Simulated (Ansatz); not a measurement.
ZrOs, DFT, LDA, PAW with Ansatz's default frozen-core files, scalar-relativistic (Ansatz 0.2.0), run on 1 thread of Arm Neoverse V2 on a shared host.

The geometry is COD entry 1523503, unchecked; take it as a test cell. The listed cell was then made from it by scaling, straining or moving an atom.

Command: `ansatz run input.yaml --threads 1 --pin off --max-ram 3072MiB --backend cpu --events-out ev --progress --plain --runs-dir out`

```yaml
crystal:
  lattice:
    - [3.23037, 0.0, 0.0]
    - [0.0, 3.23037, 0.0]
    - [0.0, 0.0, 3.263]
  atoms:
    - { symbol: Zr, position: [0.5, 0.5, 0.5] }
    - { symbol: Os, position: [0.0, 0.0, 0.0] }
kpoints:
  mp_grid: { grid: [13, 13, 13] }
scf:
  occupations: { method: fermi_dirac, width: 0.03 }
hamiltonian:
  xc: lda
  pseudopotentials: { kind: paw }
output:
  forces: true
  stress: true
  eigenvalues: true
  efg: { contact_densities: true }
```

Task: How large is the problem that the program sets up?

Result: 196 irreducible k-points, 691 plane waves at Γ, 18 bands.

Task: Estimate the wall time and the peak memory.

Result: 6.2 s of wall time for 6 SCF iterations, with a peak of 0.45 GiB. Times on shared machines scatter by tens of per cent.

Task: And the same cell and mesh by all-electron PAW (datasets made for this crystal), asked for forces, stress, eigenvalues, efg, on the same hardware?

Result: 48 s, peak memory 1.2 GiB.
